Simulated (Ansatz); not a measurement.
Ir (diamond, space group No. 227) at seven volumes, PBE (plane waves, PAW; program Ansatz), scaled uniformly. One row is withheld.

```json
[
 {"V (Å³/atom)": "19.639", "P (GPa)": "22.02"},
 {"V (Å³/atom)": "20.286", "P (GPa)": "13.34"},
 {"V (Å³/atom)": "20.934", "P (GPa)": "?"},
 {"V (Å³/atom)": "21.581", "P (GPa)": "0.00"},
 {"V (Å³/atom)": "22.229", "P (GPa)": "-5.07"},
 {"V (Å³/atom)": "22.876", "P (GPa)": "-9.30"},
 {"V (Å³/atom)": "23.523", "P (GPa)": "-12.82"}
]
```

Problem. Fit the shown pressures and predict the withheld one.

Solution. P = (3/2)B₀(x^(7/2) − x^(5/2))[1 + (3/4)(B′ − 4)(x − 1)] with x = (V₀/V)^(2/3). Least squares on the six rows gives V₀ = 21.581 Å³/atom, B₀ = 184 GPa, B′ = 4.99. At V = 20.934, x = 1.0205 and P = 6.04 GPa. The run itself gave 6.07 GPa.

Space group Fd-3m (diamond). The start of the workflow was typed in or built on a structure type; neither database checked (COD, Materials Project) lists it. It is not the phase usual at ambient conditions (space group No. 225). Symmetry was held in the PBE relaxation; its stability against distortions is not shown here. No spin polarisation was allowed. Scalar-relativistic: spin–orbit coupling is off unless named, which matters more the heavier the elements.

Potentials: the later of the program's two PAW sets.
